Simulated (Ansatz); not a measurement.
CdI2-type WSb2

Computed with Ansatz (plane waves, PAW, 420 eV cutoff): PBE, scalar-relativistic, no spin polarisation, 12×12×6 k-mesh, Gaussian smearing of 0.05 eV; PAW files: Ansatz's generated set soft_2.

```
W Sb
1.0
     3.46494    0.00000    0.00000
    -1.73247    3.00072    0.00000
     0.00000    0.00000    6.71742
W Sb
1 2
Direct
  0.00000 0.00000 0.00000
  0.33333 0.66667 0.28475
  0.66667 0.33333 0.71525
```

The start was a prototype's sites filled with these elements, not a measured cell.

The cell above was scaled in volume, and shape and atoms were relaxed at each volume within its symmetry. Energies are counted from the cell above.

```json
{"V (Å³/atom)": "22.00", "ΔE (meV/atom)": "13.0", "P (GPa)": "3.7"}
{"V (Å³/atom)": "22.35", "ΔE (meV/atom)": "6.4", "P (GPa)": "2.4"}
{"V (Å³/atom)": "22.82", "ΔE (meV/atom)": "1.6", "P (GPa)": "1.1"}
{"V (Å³/atom)": "23.28", "ΔE (meV/atom)": "0.0", "P (GPa)": "0.0"}
{"V (Å³/atom)": "23.75", "ΔE (meV/atom)": "1.5", "P (GPa)": "-1.0"}
{"V (Å³/atom)": "24.21", "ΔE (meV/atom)": "5.1", "P (GPa)": "-1.6"}
{"V (Å³/atom)": "24.91", "ΔE (meV/atom)": "1.7", "P (GPa)": "0.4"}
{"V (Å³/atom)": "25.61", "ΔE (meV/atom)": "0.5", "P (GPa)": "0.1"}
```

Task: Can a bulk modulus be trusted from these points?

Result: No. A third-order Birch–Murnaghan fit leaves a scatter of 1.06 meV/atom or an implausible B0′ (37.0): the points don't lie on one smooth branch, as happens when the electronic, magnetic or structural state changes along the curve, or when mesh and smearing noise in a metal outweighs the curvature.

For elements this heavy, spin–orbit coupling would shift levels and gaps; it isn't included here.
